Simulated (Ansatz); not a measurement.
A geometry of Ta away from equilibrium: step 2 of the relaxation of a randomly generated symmetric cell of Ta (space group No. 70). Computed with PBE (plane waves to 420 eV, PAW, scalar-relativistic; Ansatz, an electronic-structure program). Γ-centred k-mesh 8×8×8 on the run's cell (coarser than for final values), Fermi–Dirac smearing 0.05 eV. The plane waves were selected for a different cell earlier on the path.

```
Ta
1.0
    0.00000     3.38426     3.39624
    3.17646     0.00000     3.39624
    3.17646     3.38426     0.00000
Ta
4
Direct
  0.75830   0.75830   0.24170
  0.00830   0.00830   0.49170
  0.24170   0.24170   0.75830
  0.49170   0.49170   0.00830
```

Question: Give the Cartesian forces on all atoms (eV/Å).

Answer: 
| atom | Fx | Fy | Fz |
|---|---|---|---|
| Ta1 | 0.00 | 0.00 | -0.51 |
| Ta2 | 0.00 | 0.00 | -0.51 |
| Ta3 | 0.00 | 0.00 | 0.51 |
| Ta4 | 0.00 | 0.00 | 0.51 |

The path ends in Im-3m (No. 229) (bcc (W type)). No spin polarisation in the result.

The run could not lose the symmetry of its start; a randomly shaken copy of 2 atoms returns to this structure.
